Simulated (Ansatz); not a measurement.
Sb₂S₃:
```xyz
20
Lattice="11.0340 0.0000 0.0000 0.0000 3.8114 0.0000 0.0000 0.0000 10.7997" Properties=species:S:1:pos:R:3 pbc="T T T"
Sb    10.8049     0.9529     1.8828
Sb     5.2879     0.9529     3.5171
Sb     0.2291     2.8586     8.9169
Sb     5.7461     2.8586     7.2826
Sb     7.2383     0.9529    10.4459
Sb     1.7214     0.9529     5.7536
Sb     3.7956     2.8586     0.3538
Sb     9.3126     2.8586     5.0461
S      3.1744     0.9529     2.0853
S      8.6914     0.9529     3.3145
S      7.8596     2.8586     8.7144
S      2.3426     2.8586     7.4852
S      4.9663     0.9529     9.4263
S     10.4832     0.9529     6.7732
S      6.0677     2.8586     1.3734
S      0.5507     2.8586     4.0265
S      6.9028     0.9529     6.0294
S      1.3858     0.9529    10.1701
S      4.1312     2.8586     4.7703
S      9.6482     2.8586     0.6296
```

Relaxed with LDA. Special points in fractions of this cell's reciprocal vectors: Γ (0.000, 0.000, 0.000); X (0.500, 0.000, 0.000); S (0.500, 0.500, 0.000); Y (0.000, 0.500, 0.000); Z (0.000, 0.000, 0.500); U (0.500, 0.000, 0.500); R (0.500, 0.500, 0.500); T (0.000, 0.500, 0.500).

Task: List the band energies nearest the valence-band maximum at these points for DFT-LDA in the program Ansatz with PAW potentials.

Result: In eV from the valence-band maximum; about four levels below and three above (degenerate sets whole), none deeper than 8.9 eV; points with the same levels are listed once.

| k | below | above |
|---|---|---|
| Γ | -0.30 -0.29 -0.18 -0.01 | 1.09 1.45 1.46 |
| X | -0.21 -0.21 -0.07 -0.07 | 1.39 1.39 1.65 1.65 |
| S | -0.42 -0.42 -0.42 -0.42 | 2.09 2.09 2.09 2.09 |
| Y | -0.72 -0.72 -0.11 -0.11 | 1.78 1.78 2.08 2.08 |
| Z | -0.21 -0.21 -0.16 -0.16 | 1.16 1.16 1.98 1.98 |
| U | -0.39 -0.39 -0.36 -0.36 | 1.24 1.24 1.97 1.97 |
| R | -0.87 -0.87 -0.87 -0.87 | 1.86 1.86 1.86 1.86 |
| T | -0.82 -0.82 -0.51 -0.51 | 1.65 1.65 1.81 1.81 |

Space group Pnma. The LDA relaxation kept the symmetry of its start; of distortions, only those at the zone centre were tested. A crystal of weakly bound chains computed without a dispersion correction: the cell and the soft elastic constants depend strongly on that. Spin–orbit coupling is left out wherever it is not named.

Potentials: the later of the program's two PAW sets.
